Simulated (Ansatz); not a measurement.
An ordered 6-atom cell of InGa2As3 on the zincblende lattice (P3m1): a single-point calculation in Ansatz (HSE06). The geometry is the r2SCAN minimum.

Input file:
```yaml
crystal:
  lattice:
    - [4.1117372015, 0.0, 0.0]
    - [-2.0558686008, 3.5608688702, 0.0]
    - [0.0, 0.0, 10.0947764989]
  atoms:
    - { symbol: Ga, position: [0.0, 0.0, -0.0064007175] }
    - { symbol: Ga, position: [0.6666666667, 0.3333333333, 0.673386485] }
    - { symbol: In, position: [0.3333333333, 0.6666666667, 0.3348199374] }
    - { symbol: As, position: [0.6666666667, 0.3333333333, 0.9166600773] }
    - { symbol: As, position: [0.3333333333, 0.6666666667, 0.5960576405] }
    - { symbol: As, position: [0.0, 0.0, 0.2354765774] }
kpoints:
  mp_grid: { grid: [6, 6, 2] }
  band_path:
    path:
      - [0.0, 0.0, 0.0]
      - [0.5, 0.0, 0.0]
      - [0.3333333333, 0.3333333333, 0.0]
      - [0.0, 0.0, 0.5]
      - [0.5, 0.0, 0.5]
      - [0.3333333333, 0.3333333333, 0.5]
    npoints: 1
hamiltonian:
  xc: hse06
scf:
  occupations: { method: fermi_dirac, width: 0.02 }
  n_extra_bands: 5
output:
  forces: true
  stress: true
  eigenvalues: true
```

Run as `ansatz run input.yaml --threads 4 --pin off --max-ram 6451MiB --backend cpu --events-out ev --progress --plain --runs-dir out`. Wall time 2.8 min on 4 threads of Arm Neoverse V2 (shared host), load about 0.8 per core; peak host memory 3.5 GiB.

Question: What will the output look like, and what does it show?

Answer: Main lines of the log:
```
Functional definition: HSE06
Crystal: 6 atoms, lattice volume = 147.801 Å³
Basis set: ecut = 420 eV, 2853 PW (Γ)
Bands: 47, of which v1, the nominal top of the filled ones, is band 42 counted from 1 (41 counted from 0)
Symmetry: 6 space group operations
Space group: P3m1 (ITA 156)
k-points: 14 of 72 (time reversal used)
[warm-up without exact exchange]
SCF iter   1: HF=-27733.959786 eV  Δρ=2.04e-3  dr2=2.16e-2
SCF iter   2: HF=-27733.960717 eV  Δρ=1.45e-3  dr2=2.85e-2
SCF iter   3: HF=-27733.956265 eV  Δρ=5.76e-4  dr2=3.79e-3
SCF iter   4: HF=-27733.955759 eV  Δρ=2.23e-4  dr2=1.54e-4
SCF iter   5: HF=-27733.955828 eV  Δρ=1.20e-4  dr2=1.84e-4
SCF iter   6: HF=-27733.955802 eV  Δρ=4.38e-5  dr2=2.61e-6
SCF iter   7: HF=-27733.955806 eV  Δρ=2.20e-5  dr2=4.22e-7
SCF iter   8: HF=-27733.955806 eV  Δρ=6.10e-6  dr2=5.41e-8
SCF iter   9: HF=-27733.955806 eV  Δρ=1.78e-6  dr2=6.30e-9
SCF iter  10: HF=-27733.955806 eV  Δρ=5.92e-7  dr2=5.48e-10
SCF 1 converged in 10 iterations: F = -27733.955806 eV  dr2 = 5.48e-10
[exact exchange on]
Exchange kernel: α = 0.2500, screened, ω = 0.2079 Å⁻¹, Wigner–Seitz truncation, v(0) = 1046.3508 eV·Å³, q-mesh 6×6×2
SCF iter   1: HF=-27742.696044 eV  Δρ=1.10e-2  dr2=7.33e-2
preconditioner: auto → none  [insulator: Δε(μ)=0.545 eV  σ=0.020 eV  ℏωp=22.4 eV]
SCF iter   2: HF=-27742.648407 eV  Δρ=2.84e-3  dr2=9.48e-3
SCF iter   3: HF=-27742.679008 eV  Δρ=2.84e-3  dr2=5.90e-3
SCF iter   4: HF=-27742.678433 eV  Δρ=1.01e-3  dr2=2.05e-3
SCF iter   5: HF=-27742.678476 eV  Δρ=5.61e-4  dr2=1.89e-3
SCF iter   6: HF=-27742.678149 eV  Δρ=3.25e-5  dr2=8.86e-5
SCF iter   7: HF=-27742.678918 eV  Δρ=2.01e-4  dr2=6.03e-5
SCF iter   8: HF=-27742.678895 eV  Δρ=2.94e-5  dr2=2.82e-6
SCF 2 stopped early in 8 iterations: F = -27742.678894 eV  dr2 = 2.82e-6
hybrid outer 1: dexx = +3.632e-2 eV, tail = 2.19e-4 eV
SCF iter   1: HF=-27742.679317 eV  Δρ=6.21e-5  dr2=5.90e-6
SCF iter   2: HF=-27742.679325 eV  Δρ=4.51e-5  dr2=2.62e-6
SCF iter   3: HF=-27742.679324 eV  Δρ=1.75e-5  dr2=4.41e-7
SCF iter   4: HF=-27742.679325 eV  Δρ=8.15e-6  dr2=2.65e-7
SCF iter   5: HF=-27742.679325 eV  Δρ=1.94e-6  dr2=2.67e-8
SCF iter   6: HF=-27742.679325 eV  Δρ=6.95e-7  dr2=2.93e-9
SCF iter   7: HF=-27742.679325 eV  Δρ=8.19e-7  dr2=5.33e-9
SCF iter   8: HF=-27742.679325 eV  Δρ=2.18e-7  dr2=2.48e-10
SCF 3 converged in 8 iterations: F = -27742.679325 eV  dr2 = 2.48e-10
hybrid outer 2: dexx = +4.794e-6 eV, tail = 1.10e-7 eV, Δε = 2.78e-3 eV, ΔF = 3.46e-3 eV/Å
SCF iter   1: HF=-27742.679325 eV  Δρ=2.51e-6  dr2=7.24e-9
SCF iter   2: HF=-27742.679325 eV  Δρ=5.58e-7  dr2=7.11e-10
SCF iter   3: HF=-27742.679325 eV  Δρ=4.73e-7  dr2=2.97e-10
SCF 4 converged in 3 iterations: F = -27742.679325 eV  dr2 = 2.97e-10
hybrid outer 3: dexx = +3.035e-9 eV, tail = 7.05e-10 eV, Δε = 9.16e-5 eV, ΔF = 1.26e-4 eV/Å
NSCF: frozen V_eff on 6 k-points
Free energy (F): -27742.679325 eV
Fermi energy:    7.929849 eV
--- Forces (eV/Å), atoms counted from 1 ---
  atom   1  Ga      0.00000      0.00000    -0.01875
  atom   2  Ga      0.00000      0.00000    -0.01533
  atom   3  In      0.00000      0.00000    -0.00297
  atom   4  As      0.00000      0.00000      0.01313
  atom   5  As      0.00000      0.00000    -0.04562
  atom   6  As      0.00000      0.00000      0.06954
--- Stress (GPa, compression-positive) ---
        0.301647       0.000000       0.000000
        0.000000       0.301647       0.000000
        0.000000       0.000000       0.353140
  P = ⅓ Tr σ = 0.3188 GPa (3.188 kbar)
```
Only the leading digits can be foreseen; the rest is this run's record.

The file bands.tsv (bands near the Fermi energy, numbered from 0, rounded):
```tsv
# k_distance	band_37	band_38	band_39	band_40	band_41	band_42	band_43	band_44	band_45
# fermi_ev = 7.929850
# [0, 0, 0] at k_distance = 0.000000
# [0.5, 0, 0] at k_distance = 0.882255
# [0.3333333333, 0.3333333333, 0] at k_distance = 1.391624
# [0, 0, 0.5] at k_distance = 2.456839
# [0.5, 0, 0.5] at k_distance = 3.339094
# [0.3333333333, 0.3333333333, 0.5] at k_distance = 3.848463
# levels_relative_to = fermi_ev
0.000	-1.261	-1.261	-0.538	-0.332	-0.332	0.318	0.951	1.958	4.040
0.882	-3.237	-3.124	-3.007	-2.254	-1.845	1.581	1.876	2.300	2.859
1.392	-4.524	-4.247	-2.552	-2.406	-2.338	2.451	2.455	2.484	5.760
2.457	-1.723	-1.023	-1.023	-0.522	-0.522	0.916	1.331	2.360	4.311
3.339	-3.759	-3.088	-2.693	-1.640	-1.515	1.132	1.808	2.408	3.484
3.848	-4.201	-3.878	-2.976	-2.948	-2.851	3.754	3.820	3.901	4.346
```
In order the rows are Γ, M, K, A, L, H.

HSE06 gives a direct gap of 0.65 eV at Γ. The mean stress, +0.3 GPa, is small, and the program warns that its thresholds are loose for a hybrid's stress. The largest force is 0.07 eV/Å.

The calculation is spin-unpolarised, and the structure need not be a phase that has been made.

Spin-orbit coupling is left out, which matters wherever the heavy atoms make up the band edges.

The meshes of the hybrids are coarse, so their gaps aren't converged to the digits shown.
